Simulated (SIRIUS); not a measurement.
Consider a self-consistent single point of NaCl (Fm-3m, 2 atoms in the cell; from Materials Project mp-22862, changed as shown).

```xyz
2
Lattice="0.0000 2.7294 2.7294 2.7294 0.0000 2.7294 2.7294 2.7294 0.0000" Properties=species:S:1:pos:R:3 pbc="T T T"
Na     0.0000     0.0000     0.0000
Cl     2.7294     2.7294     2.7294
```

All values come from this method and carry its errors: PBE, PseudoDojo 0.5 standard norm-conserving PBE (tails mended) pseudopotentials (plane waves; SIRIUS).

SIRIUS settings:

- parameters.ngridk = 8 8 8
- parameters.xc_functionals = [XC_GGA_X_PBE, XC_GGA_C_PBE]
- parameters.gk_cutoff = 9.381 1/bohr
- parameters.pw_cutoff = 18.762 1/bohr
- parameters.smearing = gaussian
- parameters.smearing_width = 0.000734986 Ha
- potentials = PseudoDojo 0.5 standard norm-conserving PBE (tails mended) pseudopotentials
- parameters.electronic_structure_method = pseudopotential
- parameters.num_bands = 12
- parameters.num_mag_dims = 0
- parameters.num_dft_iter = 100
- parameters.energy_tol = 1e-07 Ha
- parameters.density_tol = 1e-06
- mixer.type = broyden2
- mixer.beta = 0.5
- mixer.use_hartree = true

Results:

| Property | Result |
|---|---|
| Number of valence electrons | 16 |
| Number of bands | 12 |
| Number of k-points after the program's reduction | 29 |
| Number of plane waves (most at a k-point) | 3860 |
| Number of SCF iterations | 11 |
| FFT grid | 48 × 48 × 48 |
| Free energy E − TS | -1693.7510 eV |
| Gap on the k-point mesh | 5.51 eV |
| Pressure | 4.09 GPa |

Stress (GPa, positive for compression):
```
4.09  0.00  0.00
0.00  4.09  0.00
0.00  0.00  4.09
```

The gap is read on the k-point mesh of the run and can differ from the gap over the whole zone at this level.

For comparison: a first run was changed to give this one (volume scaled by 0.94), and from it to this one the free energy rises by 23.5 meV/atom, the pressure goes from 1.84 to 4.09 GPa and the gap on the mesh goes from 5.251 to 5.514 eV.

The structure comes from a collection of computed structures, made at another level of theory; the collection holds predicted forms beside known ones. Its lattice was then scaled.

Cost on one core: around 40 core-seconds (rough).

“Tails mended”: in these copies of the files the far tail of each local potential was reset to the Coulomb form.
